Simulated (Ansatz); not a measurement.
NaCl:
```xyz
2
Lattice="3.4471 0.0000 0.0000 0.0000 3.4471 0.0000 0.0000 0.0000 3.4471" Properties=species:S:1:pos:R:3 pbc="T T T"
Na     0.0000     0.0000     0.0000
Cl     1.7235     1.7235     1.7235
```

Relaxed with PBEsol.

Give the optical modes at the zone centre with their infrared activity from DFPT, the program Ansatz at the PBEsol level (PAW).

Transverse frequencies, without the LO–TO term; a row sums one degenerate level.

| ω (cm⁻¹) | degeneracy | IR ((D/Å)²/amu) | activity | symmetry |
|---|---|---|---|---|
| 98 | 3 | 6.89 | IR | T1u |

How high does the top mode go among those that the LO–TO term moves?

229 cm⁻¹ for q along x.

Space group Pm-3m (CsCl type). This is a known high-pressure phase of the composition, computed here at zero pressure and temperature. The PBEsol relaxation kept the symmetry of its start. At this level the phase is dynamically unstable (imaginary phonons).

Potentials: the earlier of the program's two PAW sets.
